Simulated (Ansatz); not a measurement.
PbTe (rock salt) is sheared across one {110} plane: the third cell vector gains the shift, so faults repeat every 6.8 Å. The cut lies between planes 2.28 Å apart; the cell height is held.

```
PbTe
1.0
    4.55579     0.00000     0.00000
    0.00000     6.44286     0.00000
    2.27789     3.22143     6.83368
Te Pb
3 3
Direct
  0.00000   0.00000   0.83333
  0.33333   0.33333   0.16667
  0.66667   0.66667   0.50000
  0.33333   0.83333   0.16667
  0.66667   0.16667   0.50000
  0.00000   0.50000   0.83333
```

In-plane vectors a = (4.556, 0.000) Å, b = (0.000, 6.443) Å, area 29.35 Å². The shift is s times the vector a + b (length 7.891 Å), so s = 1 restores the start. The shift is rigid: no atom relaxes. γ = [E(shift) − E(0)] / area.

These are PBEsol (plane waves to 420 eV, PAW, scalar-relativistic; Ansatz, a first-principles code) values and carry that method's errors. k mesh 7×7×7 (Γ-centred), Fermi-Dirac smearing 0.05 eV. E is the zero-smearing estimate. As the smearing reaches across the gap at some points, the k mesh leaves noise in γ, roughly 0.02 J/m² as judged from a few cases. Faults lie only 6.8 Å apart, and holding the cell height and the atoms raises γ above its relaxed value. PbTe was relaxed with its symmetry unable to fall. Spin-orbit coupling is left out, though Pb and Te are heavy. The zero of γ is zero shift. The last digit holds for this mesh only.

```csv
s,γ (J/m²)
0.000,0.00
0.083,0.18
0.167,0.59
0.250,0.99
0.333,1.64
0.417,2.97
0.500,withheld
0.583,2.97
0.667,1.64
0.750,0.99
0.833,0.59
0.917,0.18
```

Question: Fit a Fourier form (three harmonics of 1 − cos and sin) to the given rows and predict γ at s = 0.500.

Answer: Least squares on the 11 given rows: γ = (1.570)·[1 − cos(2πs)] + (-0.440)·[1 − cos(4πs)] + (0.240)·[1 − cos(6πs)], in J/m²; root-mean-square residual 0.042 J/m². At 0.500 the fit gives 3.62 J/m²; the calculation gives 3.88 J/m², so the interpolation is off by -0.26 (-6.7 %). 

(The slope of γ gives the shear force per area between the displaced halves; near zero shift its curvature is an elastic stiffness.)
